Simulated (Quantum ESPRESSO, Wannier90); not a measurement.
**Wannier functions of HgI₂ (Cmc2₁)**

```xyz
6
Lattice="2.4830 -3.7267 0.0000 2.4830 3.7267 0.0000 0.0000 0.0000 13.9967" Properties=species:S:1:pos:R:3 pbc="T T T"
Hg     0.0000    -2.5602    -0.0175
Hg     0.0000     2.5602     6.9808
I      0.0000    -2.9616     5.1634
I      0.0000     2.9616    -1.8350
I      0.0000     0.6333    -5.1919
I      0.0000    -0.6333     1.8064
```

Materials Project entry mp-23173; symmetrised, unrelaxed at this level. COD (Crystallography Open Database) has the formula in 4 space groups, this one among them (matched by group alone). Computed values, not measurements, from PBEsol: Quantum ESPRESSO (norm-conserving PseudoDojo potentials, cutoff 56 Ry, no spin polarisation, no spin-orbit coupling) on a Γ-centred 6×6×4 mesh, then Wannier90. Density: 8×8×4 mesh, cold smearing 0.01 Ry. Spin-orbit coupling is left out although heavy elements are present.

Bands 35-36 form an isolated set from 2.10 to 3.11 eV relative to the valence-band maximum (on the path) and are turned into 2 Wannier functions by minimising the spread from the start: SCDM (isolated).

Q: Where do the functions sit, how wide are they and what are they made of?

A: 
```tsv
functions	spread (Å²)	nearest atom, distance (Å)	second atom, distance (Å)	weight on atomic waves
2	9.39	Hg 0.04	I 2.62	I 5p 50 %, Hg 6s 39 %
```

Ω_I = 18.78 Å², Ω_total = 18.78 Å²; the interpolated bands follow pw.x to 3.4 meV rms on the path. Only this start was tried; a symmetric start can stop on a saddle, and mixtures of these functions could lower the total by at most Ω_total − Ω_I.
